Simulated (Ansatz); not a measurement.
Relaxation of a generated cell, MnSi placed in the NbAs structure type; 4 atoms in the cell, which starts as I4₁md (No. 109), tI8; a = b = 3.1498 Å, c = 10.6637 Å, α = β = γ = 90.00°. These are PBE (plane waves to 420 eV, PAW, scalar-relativistic; Ansatz, an electronic-structure program) values and carry that method's errors. Γ-centred k-mesh 10×10×10 on the run's cell (coarser than for final values), Fermi–Dirac smearing 0.05 eV. This is the first round of the run. Spin-polarised start, with parallel moments on Mn.

The optimiser's lines from the output (shortened; P is positive under compression):

```
relax step   1: F+E_penalty+E_count = -9069.97330175 eV  Δ(F+E_penalty+E_count) = +0.000e0 eV  max|allowed force component| = 2.199e-1 eV/Å  Δτ_max = 0.0000 Å  P = -10.167 GPa  Ω = 52.899 Å³  (14 SCF iters, dr2 threshold 1.00e-7 eV, accepted)
relax step   2: F+E_penalty+E_count = -9070.08188913 eV  Δ(F+E_penalty+E_count) = -1.086e-1 eV  max|allowed force component| = 1.616e-1 eV/Å  Δτ_max = 0.0106 Å  P = -3.853 GPa  Ω = 50.598 Å³  (9 SCF iters, dr2 threshold 4.00e-7 eV, accepted)
relax step   3: F+E_penalty+E_count = -9070.10029626 eV  Δ(F+E_penalty+E_count) = -1.841e-2 eV  max|allowed force component| = 1.440e-2 eV/Å  Δτ_max = 0.0094 Å  P = +0.562 GPa  Ω = 49.290 Å³  (10 SCF iters, dr2 threshold 4.00e-7 eV, accepted)
relax step   4: F+E_penalty+E_count = -9070.10056526 eV  Δ(F+E_penalty+E_count) = -2.690e-4 eV  max|allowed force component| = 3.701e-3 eV/Å  Δτ_max = 0.0017 Å  P = +0.007 GPa  Ω = 49.451 Å³  (8 SCF iters, dr2 threshold 4.00e-7 eV, accepted)
relax step   5: F+E_penalty+E_count = -9070.09702567 eV  Δ(F+E_penalty+E_count) = +3.540e-3 eV  max|allowed force component| = 3.752e-3 eV/Å  Δτ_max = 0.0000 Å  P = +0.028 GPa  Ω = 49.451 Å³  stress off target by 3.48e-2 GPa  SCF on the basis re-selected at this cell (its energy is not comparable with the rows above)  (11 SCF iters)
relax step   6: F+E_penalty+E_count = -9070.09702003 eV  Δ(F+E_penalty+E_count) = +5.641e-6 eV  max|allowed force component| = 6.181e-4 eV/Å  Δτ_max = 0.0004 Å  P = -0.001 GPa  Ω = 49.458 Å³  (9 SCF iters, dr2 threshold 3.03e-9 eV, accepted)
relax step   7: F+E_penalty+E_count = -9070.09702690 eV  Δ(F+E_penalty+E_count) = -6.868e-6 eV  max|allowed force component| = 6.151e-4 eV/Å  Δτ_max = 0.0000 Å  P = -0.001 GPa  Ω = 49.458 Å³  stress off target by 4.20e-3 GPa  SCF on the basis re-selected at this cell (its energy is not comparable with the rows above)  (7 SCF iters)
```

From the first to the last row the energy changes by -0.03 eV/atom and the volume by -6.5 %. The last row is marked as not comparable with the walk above it, whose basis was carried along; it does compare with step 1, since both stand on a basis selected at the nominal cutoff for their own cell.

Later rounds, restarted from the end of this one on a renewed k-mesh, logged 4 more steps and released under 0.01 eV/atom more. The final structure after all rounds: I4₁md (No. 109), tI8; a = b = 3.086 Å, c = 10.385 Å, α = β = γ = 90.00°. Between re-selections the logged energies stand on a plane-wave basis carried along with the cell. Spin state reached: ferromagnetic (net 0.44 μB/atom), from parallel starting moments; other spin orders were not run from this start.

The run could not lower the symmetry of its start; a shaken copy of this end point relaxes with PBE to Imm2 (No. 44), 0.02 eV/atom lower.

The relaxed structure here is a generated cell of MnSi: the first start was made by placing the elements on the sites of a structure type, and the end was not matched to a known phase here, so it may be hypothetical. Known forms of MnSi include space group No. 198.
